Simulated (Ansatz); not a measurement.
# How hard is it to compress?

A comparison from first-principles data. Bulk modulus and its pressure derivative give the pressure that a small compression needs; a soft, simple solid makes a sensitive pressure gauge, a stiff one a good anvil or seat.

The yardstick is fcc Au. Hydrostatic compression by 2 % of the volume (V₀/V = 1.0204), no change of phase.

**Data**

Computed with Ansatz, a plane-wave PAW program. B₀, B₀′: r²SCAN, Birch–Murnaghan fit of energy against volume; volume per atom: r²SCAN, relaxed cell.

The figures follow from the printed values by these rules: linear estimate = B₀ × compression; P = (B₀/B₀′)[(V₀/V)^B₀′ − 1]; modulus under load = B₀ + B₀′P; relative pressure = P/P_ref.

| crystal | B₀ (GPa) | B₀′ | V (Å³/atom) | linear estimate (GPa) | Murnaghan pressure (GPa) | modulus there (GPa) | pressure (relative) |
|---|---|---|---|---|---|---|---|
| ZrOs (CsCl type) | 218 | 4.1 | 17.54 | 4.4 | 4.590 | 237 | 1.40 |
| MgCu4In (F-43m, cF24) | 114 | 4.9 | 14.19 | 2.3 | 2.420 | 126 | 0.74 |
| ScPt3 (Cu3Au type) | 219 | 5.1 | 15.73 | 4.4 | 4.658 | 243 | 1.42 |
| ZrCu5 (F-43m, cF24) | 155 | 4.7 | 13.24 | 3.1 | 3.284 | 170 | 1.00 |
| fcc Au, reference | 153 | 5.9 | 17.53 | 3.1 | 3.281 | 172 | 1.00 |

Runs started from generated or typed cells of the structure named: fcc Au. Not checked to be the ambient phase: ZrOs (CsCl type); MgCu4In (F-43m, cF24); ScPt3 (Cu3Au type); ZrCu5 (F-43m, cF24). Spin–orbit coupling is left out unless named.

**Worked example**

Worked for ZrOs (CsCl type):

- linear estimate: 218 × 2/100 = 4.4 GPa
- P = (218/4.1) × (1.0204^4.1 − 1) = 4.590 GPa
- modulus there: 218 + 4.1 × 4.590 = 237 GPa
- relative pressure: 4.590/3.281 = 1.40

Worked for fcc Au:

1. linear estimate: 153 × 2/100 = 3.1 GPa
2. P = (153/5.9) × (1.0204^5.9 − 1) = 3.281 GPa
3. modulus there: 153 + 5.9 × 3.281 = 172 GPa

**Result**

Ranking by relative pressure, highest first: ScPt3 (Cu3Au type) (1.42 ± 0.071) ≈ ZrOs (CsCl type) (1.40 ± 0.070), ZrCu5 (F-43m, cF24) (1.00 ± 0.050) ≈ fcc Au (1.00 ± 0.050), MgCu4In (F-43m, cF24) (0.74 ± 0.037). The ± follows from allowances picked for this note (B₀ 5 %, B₀′ 0.4), carried to first order and added in quadrature, each row's own inputs moving alone; ≈ joins neighbours closer than their two ± added in quadrature.

**Caveats**

B₀′ is the least certain number of such a fit, often by half a unit. Where several phases of a formula are at hand, those over 0.1 eV/atom above the lowest were not drawn (by r²SCAN where it compared them, else by the largest value; a layered or molecular lowest phase counts only with a dispersion term); other phases could lie lower still. The rows are a sample and no shortlist: familiar crystals first, some related and some not, whatever their agreement with measurement; tables with many equal figures were not kept. Limits of the draw: no layered crystals, B₀′ of 2 to 8; no unfamiliar magnets, and cubic perovskites only if shown or known to be stable. As a rule kept out of such tables: 4f compounds, open-shell compounds run without a Hubbard term, cells found unstable in the tests at hand, cells close to a higher symmetry, and runs set to a pressure or over 12 % in volume from the crystal's fullest run.
